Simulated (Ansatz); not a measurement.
SiSn (CsCl type, Pm-3m) under volume change, PBEsol in the plane-wave PAW code Ansatz, scaled uniformly.

```tsv
V (Å³/atom)	E − E(relaxed) (meV/atom)	P (GPa)
18.585	45.5	8.67
19.198	19.0	5.27
19.811	4.5	2.41
20.423	0.0	0.00
21.036	3.9	-1.95
21.649	14.6	-3.62
22.262	31.2	-5.01
```

Question: What does a third-order Birch–Murnaghan fit give for V₀, B₀ and B′?

Answer: V₀ = 20.43 Å³/atom, B₀ = 72.3 GPa, B′ = 5.0.

A made-up cell: these elements were put on the sites of a structure type; neither database checked (COD, Materials Project) lists it. Its standing as an ambient phase is unchecked. Symmetry was held in the PBEsol relaxation. At this level the phase is mechanically unstable. Scalar-relativistic: spin–orbit coupling is off unless named, which matters more the heavier the elements.

Potentials: the later of the program's two PAW sets.
